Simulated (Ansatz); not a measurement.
**MgO₂: zone-centre modes**

All numbers below come from Ansatz 0.2.0, DFT PBEsol, scalar-relativistic, plane waves, PAW. The runs took a 420 eV cutoff, a Γ-centred 12×12×12 mesh and Gaussian smearing (0.05 eV). No spin polarisation.

The undisturbed cell (as given, not relaxed at this level, and it needn't be the usual structure):

```
Mg O
1.0
     1.60476    0.92651    3.49398
    -1.60476    0.92651    3.49398
     0.00000   -1.85302    3.49398
Mg O
1 2
Direct
  0.00000 0.00000 0.00000
  0.42879 0.42879 0.42879
  0.57121 0.57121 0.57121
```

Harmonic modes by finite displacements of 0.02 Å, without the LO–TO term.

Task: At this geometry, is the structure stable against these modes?

Result: Yes: no mode is imaginary beyond 10 cm⁻¹, and only the three translations lie near zero.

Task: List the wavenumbers in cm⁻¹.

Result: 0, 0, 0, 311, 311, 355, 382, 382, 885.

Cost: 1 run of about 0.76 core-minutes, on Intel Xeon Platinum 8259CL (Skylake/Cascade Lake) (shared hosts).